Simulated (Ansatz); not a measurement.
WO3, first-principles data

WO3:
```yaml
crystal:
  lattice:
    - [2.70204, -2.70791, 0.00000]
    - [2.70204, 2.70791, 0.00000]
    - [0.00000, 0.00000, 7.42489]
  atoms:
    - { symbol: W, position: [0.55661, 0.44339, 0.75000] }
    - { symbol: W, position: [0.44339, 0.55661, 0.25000] }
    - { symbol: O, position: [0.50000, 0.50000, 0.50000] }
    - { symbol: O, position: [0.50000, 0.50000, 0.00000] }
    - { symbol: O, position: [0.47937, 0.02003, 0.25000] }
    - { symbol: O, position: [0.52063, 0.97997, 0.75000] }
    - { symbol: O, position: [0.02003, 0.47937, 0.75000] }
    - { symbol: O, position: [0.97997, 0.52063, 0.25000] }
```

Space group Cmcm (No. 63); conventional cell a = 5.4041 Å, b = 5.4158 Å, c = 7.4249 Å, α = β = γ = 90.00°.

Method: the program Ansatz at the LDA level (PAW). Structure relaxed to zero pressure with the same functional. Other levels are named where they apply.

### Cell and energy

Volume per atom: 13.58 Å³
Density: 7.09 g/cm³
Formation energy from the elements (no fitted shifts): -2.24 eV/atom

### Electronic structure

- Band gap = 1.23 eV (indirect)
- Valence-band maximum = at Y (k = 0.500, 0.500, 0.000 in fractions of the reciprocal vectors)
- Conduction-band minimum = at Γ
- Smallest direct gap on the standard path = 1.31 eV
- Electron effective mass = 0.19, 0.47, 0.58 mₑ (principal values)

### Mechanics

* **Bulk modulus (Birch–Murnaghan fit)**: 177 GPa
* **Pressure derivative B′**: 7.0
* **Elastic constants (relaxed ions, GPa)**: C11 = 270, C22 = 266, C33 = 425, C12 = 156, C13 = 123, C23 = 110, C44 = 68.2, C55 = 68.0, C66 = 75.1
* **Mechanical stability**: stable (all eigenvalues of C positive)
* **Hill bulk and shear moduli**: 191 and 76.8 GPa
* **Young's modulus**: 203 GPa
* **Poisson's ratio**: 0.32
* **Debye temperature from the elastic constants**: 460 K

### Dielectric response

- Electronic dielectric constant ε∞ (DFPT) = 5.92 (xx), 5.44 (yy), 7.23 (zz)
- Static dielectric constant ε0 (ions relaxed, cell fixed) = 19.9 (xx), 17.1 (yy), 736 (zz)
- Born charges (a third of the trace) = W +9.48, O -3.60 to -2.94 e

### Phonons

Highest zone-centre frequency (without LO–TO term): 1012 cm⁻¹
Zone-centre stability: no imaginary mode at Γ
Dynamical stability on the path: unstable, down to 41i cm⁻¹

The workflow started from a Materials Project entry (that database holds measured and hypothetical structures alike); the Crystallography Open Database copy checked does not list it. COD files the formula under space group No. 2, 14, 62, 129, 130, 191. Its standing as an ambient phase is unchecked. The LDA relaxation kept the symmetry of its start. No spin polarisation was allowed. No Hubbard U is applied. The references are the lowest solids computed at this level, not always the standard phases (solids in place of the gases). Scalar-relativistic: spin–orbit coupling is off unless named, which matters more the heavier the elements.

Potentials: the later of the program's two PAW sets.
